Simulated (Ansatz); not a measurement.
The cell is COD entry 9008506, as deposited and not checked against the literature; nothing was relaxed. The listed cell was then made from it by scaling, straining or moving an atom.

Mg: DFT, PBEsol, PAW with Ansatz's default frozen-core files, scalar-relativistic (Ansatz 0.2.0). What sets it apart from a plain run of this crystal: equal xx and yy strain of -3 %.

Command: `ansatz run input.yaml --threads 1 --pin off --max-ram 3072MiB --backend cpu --events-out ev --progress --plain --runs-dir out` The run took 2.2 s on 1 thread of Arm Neoverse V2, with other jobs on the host, peak memory 0.31 GiB.

```yaml
crystal:
  lattice:
    - [3.1129933865, 0.0, 0.0]
    - [-1.5564966932, 2.6959313546, 0.0]
    - [0.0, 0.0, 5.21033]
  atoms:
    - { symbol: Mg, position: [0.3333333333, 0.6666666667, 0.25] }
    - { symbol: Mg, position: [0.6666666667, 0.3333333333, 0.75] }
kpoints:
  mp_grid: { grid: [12, 12, 7] }
scf:
  occupations: { method: fermi_dirac, width: 0.08 }
hamiltonian:
  xc: pbesol
  pseudopotentials: { kind: paw }
output:
  forces: true
  stress: true
  eigenvalues: true
  efg: { contact_densities: true }
```

Output (standing set-up lines are left out):

```
Crystal: 2 atoms, lattice volume = 43.727 Å³
Basis set: ecut = 420 eV, 881 PW (Γ), exchange–correlation on 48×48×72 points (8 copies of the dense FFT grid, shifted against one another)
Space group: P63/mmc (ITA 194), of the structure as read, at distance tolerance 3.5e-5 Å
SCF iter   1: F=—  HF=-3824.097277 eV  |F-HF|=—  |Δ(HF+E_count)|=         —  Δρ=2.10e-3  dr2=9.07e-4  ethr=1.77e-3  ⟨swp⟩=5.0  Hψ=5401  notcnv=0
preconditioner: auto → none  [metal: Δε(μ)=0.007 eV  Ē_g=7.140 eV  σ=0.080 eV  W_gap=0.02  n_scr=8 (ndim 8)  ℏωp=11.2 eV  f_vac=0.000  D(μ)=0.94/eV (n_scr^D=2)  sad-step TF]
SCF iter   2: F=—  HF=-3824.095991 eV  |F-HF|=—  |Δ(HF+E_count)|=   1.29e-3  Δρ=8.92e-4  dr2=2.08e-4  ethr=4.53e-6  ⟨swp⟩=2.1  Hψ=2391  notcnv=0
SCF iter   3: F=—  HF=-3824.095890 eV  |F-HF|=—  |Δ(HF+E_count)|=   1.00e-4  Δρ=1.45e-4  dr2=7.92e-6  ethr=1.04e-6  ⟨swp⟩=2.0  Hψ=1808  notcnv=0
SCF iter   4: F=—  HF=-3824.095899 eV  |F-HF|=—  |Δ(HF+E_count)|=   8.79e-6  Δρ=4.88e-5  dr2=6.21e-7  ethr=3.96e-8  ⟨swp⟩=2.1  Hψ=1793  notcnv=0
iter 5 did not close the SCF: its close was put off for the readings that it lacked (scf_convergence_deferred on its scf_iter line)
SCF iter   5: F=-3824.095899 eV  HF=-3824.095899 eV  |F-HF|=4.97e-8  |Δ(HF+E_count)|=   4.45e-7  Δρ=1.38e-5  dr2=5.25e-8  ethr=3.10e-9  ⟨swp⟩=2.0  Hψ=1679  notcnv=0
SCF iter   6: F=-3824.095899 eV  HF=-3824.095899 eV  |F-HF|=3.64e-12  |Δ(HF+E_count)|=   3.49e-8  Δρ=2.76e-7  dr2=2.18e-11  ethr=2.62e-10  ⟨swp⟩=2.8  Hψ=3318  notcnv=0
SCF 1 converged in 6 iterations: F = -3824.095899 eV  dr2 = 2.18e-11
  greatest PAW one-centre occupation: 1.000 electrons in one spin orbital (limit 2), on the Mg atom at site 1 (counted from 0), in its partial waves of l = 0
SCF converged after 6 iterations
Free energy (F): -3824.095899 eV
Harris-Foulkes:  -3824.095899 eV  (|F-HF|=3.64e-12)
Internal energy: -3824.076704 eV  (E = F + TS)
E sigma→0 (E₀):  -3824.086301 eV
Entropy (-TS):   -0.019195 eV (-9.597 meV/atom)
Fermi energy:    5.997384 eV
--- Per-component energies (eV) ---
  E_band       = -703.518923
  E_kinetic    = 150.379884
  E_local      = -3202.400555  (includes V_loc(G=0)·N_el)
  E_nonlocal   = 192.713397
  E_hartree    = 1141.266888
  E_xc         = -56.619574
  E_vxc        = -73.417101  (∫ρ·V_xc dr)
  E_paw        = -562.342950  (= ΣΔE_a)
  E_vpaw       = -53.328522  (= ΣTr[D̂ρ^β])
  E_aug_tail   = -0.000004  (compensation charges beyond the density's cutoff)
  E_ewald      = -1487.191514
  E_core_change = 0.117725  (= ΣΔE_core)
  E_smearing   = -0.019195  (= −TS)
  E_closure    = 0.000000  (closes the sum)
  Σ components = -3824.095899   (vs F -3824.095899, Δ=0.00e0)
--- Forces (eV/Å), atoms counted from 1 ---
  atom   1  Mg    -0.00000000    -0.00000000     0.00000000
  atom   2  Mg     0.00000000     0.00000000     0.00000000
  max |Σ_I F_I| component: 4.63e-18 eV/Å
--- Stress (GPa, compression-positive) ---
        2.147231      -0.000000       0.000000
       -0.000000       2.147231       0.000000
        0.000000       0.000000      -0.642626
  P = ⅓ Tr σ = 1.2173 GPa (12.173 kbar)
--- PAW observables at the nuclei: V_zz in 10²¹ V/m², potentials from the cell's mean, atoms counted from 1 ---
  atom   1  Mg V_zz =    +0.247651   η = 0.0000   by run symmetry: allowed
            electrostatic potential = -1098.828533 V   contact ρ = 7766.224505 e/Å³
  atom   2  Mg V_zz =    +0.247651   η = 0.0000   by run symmetry: allowed
            electrostatic potential = -1098.828533 V   contact ρ = 7766.224505 e/Å³
--- Band table (eV; the first three rows and the last of 76) ---
  k-point 0: bands = ["-69.5660", "-69.5626", "-36.5270", "-36.4907", "-36.4907", "-36.4905", "-36.4858", "-36.4858", "-1.1276", "4.0961", "4.4905", "17.5665", "17.5665", "17.8492"]
  k-point 1: bands = ["-69.5658", "-69.5628", "-36.5252", "-36.4923", "-36.4905", "-36.4905", "-36.4860", "-36.4860", "-1.0138", "2.8715", "5.9107", "16.4158", "17.6511", "17.6511"]
  k-point 2: bands = ["-69.5653", "-69.5633", "-36.5202", "-36.4974", "-36.4898", "-36.4898", "-36.4867", "-36.4867", "-0.6733", "1.6709", "7.6980", "14.1022", "17.8890", "17.8890"]
  k-point 75: bands = ["-69.5611", "-69.5611", "-36.5181", "-36.5181", "-36.5123", "-36.5101", "-36.4973", "-36.4973", "6.2207", "6.2207", "6.3596", "7.0885", "7.9207", "7.9207"]
```
